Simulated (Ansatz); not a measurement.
Given:

B:
Space group Cmce (No. 64); a = 2.926 Å, b = 5.307 Å, c = 3.248 Å, α = 90.00°, β = 90.00°, γ = 90.00°

```
atom  site  symmetry       x       y       z
----  ----  --------  ------  ------  ------
B       8f       m..  0.0000  0.3439  0.4101
```
(The calculation used a cell of 4 atoms; values per cell refer to that cell.)

This is the PBEsol-relaxed structure.

Problem. All from the program Ansatz at the PBEsol level (PAW), unless another level is named. Give the electronic character.

Solution. metallic (no gap).

Problem. Predict the density of states at the Fermi level.

Solution. 0.04 states/eV per atom (mean over ±0.08 eV).

The start of the workflow was typed in or built on a structure type; neither database checked (COD, Materials Project) lists it. It is not the phase usual at ambient conditions (space group No. 166). The cell was relaxed with PBEsol under the symmetry of its start; of distortions, only those at the zone centre were tested.

Potentials: the later of the program's two PAW sets.
